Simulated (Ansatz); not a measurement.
**MnO, single point**

We look at MnO: a measured crystal structure (space group Fm-3m), with 2 atoms per cell. Source: COD entry 1514099; it may be a high-temperature, high-pressure or metastable form.

Level of theory: DFT, LDA+U, PAW, plane waves, scalar-relativistic in Ansatz development build ahead of 0.2.0.

Input file:

```yaml
crystal:
  lattice:
    - [0.0, 2.223, 2.223]
    - [2.223, 0.0, 2.223]
    - [2.223, 2.223, 0.0]
  atoms:
    - { symbol: Mn, position: [0.0, 0.0, 0.0], spin: 4.5 }
    - { symbol: O, position: [0.5, 0.5, 0.5] }
magnetization:
  spin_polarized: true
hamiltonian:
  xc: lda
  pseudopotentials: { kind: paw }
  hubbard: { sites: [{ species: Mn, l: d, u_eff: 6.2 }] }
basis:
  ecutwfc: 420
kpoints:
  mp_grid: { grid: [9, 9, 9] }
scf:
  occupations: { method: fermi_dirac, width: 0.05 }
  lower_state_search: "off"
  algorithm: density_mixing
  max_iter: 70
  mixing: { algorithm: broyden, ndim: 2, beta: 0.1, preconditioner: none }
output:
  forces: true
  stress: true
```

Command:
```sh
ansatz run input.yaml --threads 2 --pin off --max-ram 5120MiB --backend cpu --events-out ev --progress --plain --runs-dir out
```

Program output, abridged:

```
Mn: projections on atomic orbitals take those of the free atom [Ne] 3s2 3p6 3d5 4s2, of charge +0.00 (hamiltonian.pseudopotentials.projection_atoms); the dataset's partial waves leave at most 9.0e-7 of an orbital's norm unspanned inside its sphere
O: projections on atomic orbitals take those of the free atom [He] 2s2 2p4, of charge +0.00 (hamiltonian.pseudopotentials.projection_atoms); the dataset's partial waves leave at most 1.9e-8 of an orbital's norm unspanned inside its sphere
Pseudopotentials: kind: paw
Pseudopotential: Mn, paw, valence charge 15, recommended cutoff 420 eV (normal), Mn.paw.azcp
Pseudopotential: O, paw, valence charge 6, recommended cutoff 420 eV (normal), O.paw.azcp
Functional definition: SPW92
Crystal: 2 atoms, lattice volume = 21.971 Å³
Basis set: ecut = 420 eV, 411 PW (Γ)
Bands: 17, of which v1, the nominal top of the filled ones, is band 11 counted from 1 (10 counted from 0)
Symmetry: 48 space group operations
Space group: Fm-3m (ITA 225), of the structure as read, at distance tolerance 2.8e-5 Å
Magnetic group: BNS 225.116 (UNI 1618), of the structure as read, at distance tolerance 2.8e-5 Å
k-points: 35 of 729
Non-local potential: Mn, projectors of the file, l = 0: 3, l = 1: 2, l = 2: 3, l = 3: 1
Non-local potential: O, projectors of the file, l = 0: 2, l = 1: 2, l = 2: 1
PAW frozen core: Mn, regenerated for the run's functional, and the local potential with it (the file was generated under x = pbe(κ = 0.804, μ = 0.2195149727645171), c = pbe(β = 0.06672455060314922))
PAW frozen core: O, regenerated for the run's functional, and the local potential with it (the file was generated under x = pbe(κ = 0.804, μ = 0.2195149727645171), c = pbe(β = 0.06672455060314922))
Initial density: superposition of atomic densities (chi_scale 0.1, normalization cell, long waves kept (reshape's long-wave potential 0.00 eV rms))
Starting moments: Σ|m| = 4.5 μB on 1 of 2 sites
Initial wavefunctions: pseudopotential atomic-orbital guess
Functional: x = slater, c = lda
SCF iter   1: F=—  HF=-4395.958174 eV  |F-HF|=—  |Δ(HF+E_count)|=         —  Δρ=1.24e-1 (↑1.24e-1 ↓6.08e-2)  dr2=4.29e0  dr2_m=6.87e-1  M=5.000 μB ∫|m|=5.000 μB  β_m=0.10  ethr=3.10e-3  ⟨swp⟩=3.8  Hψ=4871  notcnv=0
SCF iter   2: F=—  HF=-4395.326188 eV  |F-HF|=—  |Δ(HF+E_count)|=   6.32e-1  Δρ=9.57e-2 (↑9.57e-2 ↓3.83e-2)  dr2=1.87e0  dr2_m=5.23e-1  M=5.000 μB ∫|m|=5.000 μB  β_m=0.40  ethr=3.10e-3  ⟨swp⟩=2.0  Hψ=2090  notcnv=0  defer=109
Mixer restart at iter 2: flushing history
spin-set hold released at iteration 2 (the charge has settled, or the pull on large starting moments outlasts its swing): the magnetisation degrees of freedom join the quasi-Newton model from the next iteration; the mixer history was flushed
SCF iter   3: F=—  HF=-4395.059024 eV  |F-HF|=—  |Δ(HF+E_count)|=   2.67e-1  Δρ=6.17e-2 (↑6.17e-2 ↓2.50e-2)  dr2=9.52e-1  dr2_m=1.66e-1  M=5.000 μB ∫|m|=5.000 μB  β_m=0.40  ethr=3.10e-3  ⟨swp⟩=2.1  Hψ=1667  notcnv=0  defer=109  κ⁻¹=1.0e0(r=1)
SCF iter   4: F=—  HF=-4394.777960 eV  |F-HF|=—  |Δ(HF+E_count)|=   2.81e-1  Δρ=2.09e-2 (↑1.08e-2 ↓2.09e-2)  dr2=1.45e-1  dr2_m=1.58e-2  M=5.000 μB ∫|m|=5.000 μB  β_m=0.40  ethr=3.10e-3  ⟨swp⟩=3.1  Hψ=2138  notcnv=0  defer=109  κ⁻¹=2.0e-3(r=2)
SCF iter   5: F=—  HF=-4394.846093 eV  |F-HF|=—  |Δ(HF+E_count)|=   6.81e-2  Δρ=7.40e-3 (↑6.89e-3 ↓7.40e-3)  dr2=1.57e-2  dr2_m=4.80e-4  M=5.000 μB ∫|m|=5.000 μB  β_m=0.40  ethr=6.90e-4  ⟨swp⟩=2.6  Hψ=2331  notcnv=0  defer=109  κ⁻¹=1.7e-1(r=2)
[... 10 iterations left out ...]
SCF iter  16: F=—  HF=-4394.854003 eV  |F-HF|=—  |Δ(HF+E_count)|=   3.49e-7  Δρ=4.19e-5 (↑4.19e-5 ↓3.11e-5)  dr2=5.13e-7  dr2_m=9.54e-9  M=5.000 μB ∫|m|=5.000 μB  β_m=0.40  ethr=4.80e-9  ⟨swp⟩=1.5  Hψ=1355  notcnv=0  defer=108  κ⁻¹=3.0e-2(r=2)
SCF iter  17: F=—  HF=-4394.854003 eV  |F-HF|=—  |Δ(HF+E_count)|=   1.36e-7  Δρ=2.50e-5 (↑8.06e-6 ↓2.50e-5)  dr2=1.09e-7  dr2_m=2.44e-8  M=5.000 μB ∫|m|=5.000 μB  β_m=0.40  ethr=2.44e-9  ⟨swp⟩=2.0  Hψ=1673  notcnv=0  defer=108  κ⁻¹=9.8e-2(r=2)
SCF iter  18: F=—  HF=-4394.854003 eV  |F-HF|=—  |Δ(HF+E_count)|=   1.02e-7  Δρ=1.60e-5 (↑8.53e-6 ↓1.60e-5)  dr2=3.02e-8  dr2_m=1.61e-8  M=5.000 μB ∫|m|=5.000 μB  β_m=0.40  ethr=4.76e-10  ⟨swp⟩=3.5  Hψ=3005  notcnv=0  κ⁻¹=1.1e-1(r=2)
SCF iter  19: F=—  HF=-4394.854003 eV  |F-HF|=—  |Δ(HF+E_count)|=   3.06e-8  Δρ=1.06e-5 (↑8.14e-6 ↓1.06e-5)  dr2=1.87e-8  dr2_m=4.13e-9  M=5.000 μB ∫|m|=5.000 μB  β_m=0.40  ethr=1.44e-10  ⟨swp⟩=3.0  Hψ=2865  notcnv=0  κ⁻¹=5.9e-2(r=2)
SCF iter  20: F=—  HF=-4394.854003 eV  |F-HF|=—  |Δ(HF+E_count)|=   4.32e-8  Δρ=7.77e-6 (↑7.77e-6 ↓7.45e-6)  dr2=1.48e-8  dr2_m=8.10e-11  M=5.000 μB ∫|m|=5.000 μB  β_m=0.40  ethr=8.91e-11  ⟨swp⟩=3.0  Hψ=2730  notcnv=0  κ⁻¹=2.8e-1(r=2)
SCF iter  21: F=—  HF=-4394.854003 eV  |F-HF|=—  |Δ(HF+E_count)|=   4.09e-8  Δρ=7.41e-6 (↑7.41e-6 ↓6.28e-6)  dr2=1.21e-8  dr2_m=3.35e-10  M=5.000 μB ∫|m|=5.000 μB  β_m=0.40  ethr=7.03e-11  ⟨swp⟩=3.0  Hψ=2392  notcnv=0  κ⁻¹=5.9e-2(r=2)
SCF iter  22: F=-4394.854003 eV  HF=-4394.854003 eV  |F-HF|=1.15e-9  |Δ(HF+E_count)|=   8.09e-8  Δρ=4.19e-6 (↑3.12e-6 ↓4.19e-6)  dr2=5.12e-9  dr2_m=1.12e-10  M=5.000 μB ∫|m|=5.000 μB  ethr=5.75e-11  ⟨swp⟩=3.0  Hψ=2860  notcnv=0
SCF 1 converged in 22 iterations: F = -4394.854003 eV  dr2 = 5.12e-9
  greatest PAW one-centre occupation: 1.005 electrons in one spin orbital (limit 2), on the Mn atom at site 0 (counted from 0), in its partial waves of l = 1
this state was not tested for a lower state beside it, because the mixer in use, unlike msr1, does not test its closes by its own steps (another_mixer; see scf.mixing.algorithm and scf.lower_state_search)
SCF converged after 22 iterations
Magnetization: 5.0000 μB (13.0000 up, 8.0000 down)
Absolute magnetization: 5.0000 μB (∫|ρ↑−ρ↓|, with the PAW one-centre terms)
Spin contamination: 0.0043 ħ² per cell (⟨S²⟩ above its minimum at these occupations)
Per-site moments (μB) at R_I (Å): [(4.2922, 0.9169), (0.1530, 0.9169)]
Free energy (F): -4394.854003 eV
Harris-Foulkes:  -4394.854003 eV  (|F-HF|=1.15e-9)
Internal energy: -4394.853978 eV  (E = F + TS)
E sigma→0 (E₀):  -4394.853990 eV
Entropy (-TS):   -0.000025 eV (-0.013 meV/atom)
Fermi energy:    12.411746 eV
--- Per-component energies (eV) ---
  E_band       = -266.634012
  E_kinetic    = 472.137522
  E_local      = -2232.801509  (includes V_loc(G=0)·N_el)
  E_nonlocal   = 308.989893
  E_hartree    = 889.867651
  E_xc         = -182.096236
  E_vxc        = -234.260115  (∫ρ·V_xc dr)
  E_hubbard    = 0.731632  (on-site DFT+U / exact-exchange correction)
  E_vhub       = -14.736481  (the Hubbard potential's part of the band-sum identity)
  E_paw        = -1396.673745  (= ΣΔE_a)
  E_vpaw       = -345.704990  (= ΣTr[D̂ρ^β])
  E_aug_tail   = 0.002458  (compensation charges beyond the density's cutoff)
  E_ewald      = -2255.492519
  E_core_change = 0.480875  (= ΣΔE_core)
  E_smearing   = -0.000025  (= −TS)
  E_closure    = 0.000000  (closes the sum)
  Σ components = -4394.854003   (vs F -4394.854003, Δ=0.00e0)
--- Forces (eV/Å), atoms counted from 1 ---
  atom   1  Mn    -0.00000000     0.00000000    -0.00000000
  atom   2  O      0.00000000    -0.00000000     0.00000000
  max |Σ_I F_I| component: 1.30e-29 eV/Å
--- Stress (GPa, compression-positive) ---
       -0.689927      -0.000000      -0.000000
        0.000000      -0.689927      -0.000000
       -0.000000       0.000000      -0.689927
  P = ⅓ Tr σ = -0.6899 GPa (-6.899 kbar)
```

A static U favours moments and orbital order; the result depends on U and need not be the measured state. With one magnetic atom in the cell its copies can only be parallel; orders in a larger cell may lie lower. Only one magnetic start was run, with no search, so the state need not be the lowest.

The run took 2.5 s on 2 threads of Arm Neoverse V1, on a shared host, peak memory 0.28 GiB.
